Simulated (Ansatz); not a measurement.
LaAlH6 in space group R-3m (No. 166; La on 3b, Al on 3a, H on 18h) at seven volumes, HSE06 (plane waves, PAW; program Ansatz), shape and atoms relaxed at each. One row is withheld.

```tsv
V (Å³/atom)	P (GPa)
8.729	7.77
9.017	?
9.305	2.24
9.592	0.02
9.880	-1.85
10.168	-3.44
10.456	-4.77
```

### Question
Fit the shown pressures and predict the withheld one.

### Answer
Third-order Birch–Murnaghan: P = (3/2)B₀(x^(7/2) − x^(5/2))[1 + (3/4)(B′ − 4)(x − 1)] with x = (V₀/V)^(2/3). Least squares on the six rows gives V₀ = 9.597 Å³/atom, B₀ = 67.02 GPa, B′ = 4.27. At V = 9.017, x = 1.0424 and P = 4.77 GPa. The run itself gave 4.78 GPa.

The workflow started from a Materials Project entry (that database holds measured and hypothetical structures alike); the Crystallography Open Database copy checked does not list it. Whether it is the stable phase at ambient conditions was not checked. The cell was relaxed with HSE06 under the symmetry of its start; its stability against distortions is not shown here. Scalar-relativistic: spin–orbit coupling is off unless named, which matters more the heavier the elements.

Potentials: the later of the program's two PAW sets.
